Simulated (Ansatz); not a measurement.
Single point in Ansatz 0.2.0 with r2SCAN, no spin polarisation. Cutoff 500 eV, PAW datasets, 4×4×7 Γ-centred k mesh, cold filling (width 0.0553 eV).

Computed maps in the lattice plane spanned by b (left to right, 7.96 Å, 24 points from zero) and c (bottom to top, 3.73 Å, 11 points from zero), 90° apart, at height 0.000 along a. The fields are smooth PAW ones with compensation charges, not the true ones near nuclei.

Valence density. Digits on a logarithmic scale: 0 up to 0.03 e/Å³, each further digit a factor of 1.6, 9 from 1.3 e/Å³ up:
```
999754444445999997545699
997655554445799986445679
776678876444566665445567
665799998544444444444555
555799999644433444444455
555799999644433444444455
665799998544444444444555
776678876444566665445567
997655554445799986445679
999754444445999997545699
999754444446999998545799
```

Q: The cell is Zr$_{6}$SbTe$_{2}$. Which atoms lie within 0.2 Å of this plane, and where (fractions of b and c)?

A: Zr at (0.60, 0.00), Zr at (0.24, 0.50), Sb at (0.00, 0.00). The whole cell:
```yaml
crystal:
  lattice:
    - [7.96468, 0.00000, 0.00000]
    - [-3.98234, 6.89762, 0.00000]
    - [0.00000, 0.00000, 3.72593]
  atoms:
    - { symbol: Te, position: [0.33330, 0.66670, 0.50000] }
    - { symbol: Te, position: [0.66670, 0.33330, 0.50000] }
    - { symbol: Zr, position: [0.59610, 0.00000, 0.00000] }
    - { symbol: Zr, position: [0.40390, 0.40390, 0.00000] }
    - { symbol: Zr, position: [0.00000, 0.59610, 0.00000] }
    - { symbol: Zr, position: [0.24280, 0.00000, 0.50000] }
    - { symbol: Zr, position: [0.75720, 0.75720, 0.50000] }
    - { symbol: Zr, position: [0.00000, 0.24280, 0.50000] }
    - { symbol: Sb, position: [0.00000, 0.00000, 0.00000] }
```

Origin: a known structure type with other elements, at an estimated volume, so it need not be a known compound. Caveats: many states at the Fermi level without spin polarisation, so a magnetic state may lie lower; atoms or cell far from equilibrium.
